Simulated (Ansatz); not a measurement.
Data sheet: Ta₂Ge (DFT)

Ta2Ge:
```cif
data_Ge2Ta4
_chemical_formula_sum 'Ge2 Ta4'
_space_group_name_H-M_alt 'P63/mmc'
_space_group_IT_number 194
_space_group_name_Hall '-P 6c 2c'
_cell_length_a 4.64697
_cell_length_b 4.64697
_cell_length_c 5.46982
_cell_angle_alpha 90.000
_cell_angle_beta 90.000
_cell_angle_gamma 120.000
loop_
_atom_site_label
_atom_site_type_symbol
_atom_site_symmetry_multiplicity
_atom_site_Wyckoff_symbol
_atom_site_fract_x
_atom_site_fract_y
_atom_site_fract_z
_atom_site_occupancy
Ge1 Ge 2 c 0.33333 0.66667 0.25000 1
Ta1 Ta 2 a 0.00000 0.00000 0.00000 1
Ta2 Ta 2 d 0.66667 0.33333 0.25000 1
```

Space group P6_3/mmc (No. 194); conventional cell a = b = 4.6470 Å, c = 5.4698 Å, α = β = 90.00°, γ = 120.00°.

Method: the program Ansatz at the PBE level (PAW). Geometry: relaxed at this level of theory. Other levels are named where they apply.

### Cell and energy

```yaml
volume_per_atom: 17.05 Å³
density: 14.11 g/cm³
Formation energy from the elements (no fitted shifts): -6.2 kJ/mol of atoms
```

### Electronic structure

```yaml
electronic_character: metallic (no gap)
Density of states at the Fermi level: 0.76 states/eV per atom (mean over ±0.08 eV)
```

### Mechanics

```yaml
Bulk modulus (Birch–Murnaghan fit): 183 GPa
Pressure derivative B′: 4.2
```

The cell is a constructed one: a structure type filled with these elements; neither database checked (COD, Materials Project) lists it. Its standing as an ambient phase is unchecked. The cell was relaxed with PBE under the symmetry of its start; whether a distortion lowers the energy is not shown. The run is not spin-polarised. The references are the lowest solids computed at this level, not always the standard phases. Scalar-relativistic: spin–orbit coupling is off unless named, which matters more the heavier the elements.

Potentials: the later of the program's two PAW sets.
